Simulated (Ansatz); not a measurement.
A plane-wave run on W

The input, for Ansatz 0.2.0 (plane waves, PAW):

```yaml
crystal:
  lattice:
    - [0.0, 0.0, 3.1772348]
    - [3.1772348, 0.0, 0.0]
    - [0.0, 3.1772348, 0.0]
  atoms:
    - { symbol: W, position: [0.0, 0.0, 0.0] }
    - { symbol: W, position: [0.5, 0.5, 0.5] }
  symmetry: { tolerance: 0.0003 }
kpoints:
  mp_grid: { grid: [11, 11, 11], shift: [0, 0, 0] }
  band_path:
    path:
      - [0.0, 0.0, 0.0]
      - [0.0, 0.0, 1.0]
      - [0.0, 0.5, 0.5]
      - [0.0, 0.0, 0.0]
      - [0.5, 0.5, 0.5]
      - [0.0, 0.0, 1.0]
      - [0.5, 0.5, 0.5]
      - [0.0, 0.5, 0.5]
    npoints: 8
magnetization:
  spin_polarized: false
scf:
  occupations: { method: fermi_dirac }
  lower_state_search: "off"
  max_iter: 200
hamiltonian:
  pseudopotentials: { kind: paw }
  xc: pbe
basis:
  ecutwfc: 420
  fft_grid_basis: typed
output:
  forces: true
  stress: true
  eigenvalues: true
  bader: true
  populations: true
  elf: true
  write_potential: true
  volumetric_format: npy
  dos:
    e_range: [-12, 8]
    de: 0.05
    projected: { site_lists: { W: [W] } }
checkpoint:
  read: saved_state
```

The saved state is an earlier solution for the same cell, perhaps on another mesh. 

Parts of the output:

```
SCF iter   1: F=—  Δρ=3.14e-3  dr2=2.26e-3
SCF iter   2: F=—  Δρ=1.30e-3  dr2=2.70e-4
SCF iter   3: F=—  Δρ=2.18e-4  dr2=6.87e-6
SCF iter   4: F=—  Δρ=1.48e-5  dr2=1.87e-8
SCF iter   5: F=-20769.6585 eV  Δρ=1.89e-6  dr2=9.42e-10
SCF iter   6: F=-20769.6585 eV  Δρ=1.30e-7  dr2=4.08e-12
Free energy (F): -20769.6585 eV
Harris-Foulkes:  -20769.6585 eV  (|F-HF|=1.09e-11)
Internal energy: -20769.6235 eV  (E = F + TS)
E sigma→0 (E₀):  -20769.6410 eV
Entropy (-TS):   -0.0349 eV (-17.469 meV/atom)
Fermi energy:    22.3191 eV
--- Per-component energies (eV) ---
  E_band       = -170.6246
  E_kinetic    = 899.6389
  E_local      = -1213.4250  (includes V_loc(G=0)·N_el)
  E_nonlocal   = 0.6705
  E_hartree    = 434.9268
  E_xc         = -533.8673
  E_vxc        = -477.5644  (∫ρ·V_xc dr)
  E_paw        = -17124.8444  (= ΣΔE_a)
  E_vpaw       = -249.7980  (= ΣTr[D̂ρ^β])
  E_aug_tail   = -0.0001  (compensation charges beyond the density's cutoff)
  E_ewald      = -3232.7229
  E_smearing   = -0.0349  (= −TS)
--- Forces (eV/Å), atoms counted from 1 ---
  atom   1  W      0.0000     0.0000     0.0000
  atom   2  W      0.0000     0.0000     0.0000
--- Stress (GPa, compression-positive) ---
        1.7313       0.0000       0.0000
        0.0000       1.7313       0.0000
        0.0000       0.0000       1.7313
  P = ⅓ Tr σ = 1.7313 GPa (17.313 kbar)
--- Löwdin populations: 2 sites ---
  site symbol       q [e]
     0      W     13.8563
     1      W     13.8563
  spilling = 0.0103 (of n_electrons = 28.0000)
--- Bader charges: 2 sites ---
  site symbol  charge [e]  shift [e]
     0      W      0.0000     0.0000
     1      W      0.0000     0.0000
```

Origin: a database entry at a rescaled volume.
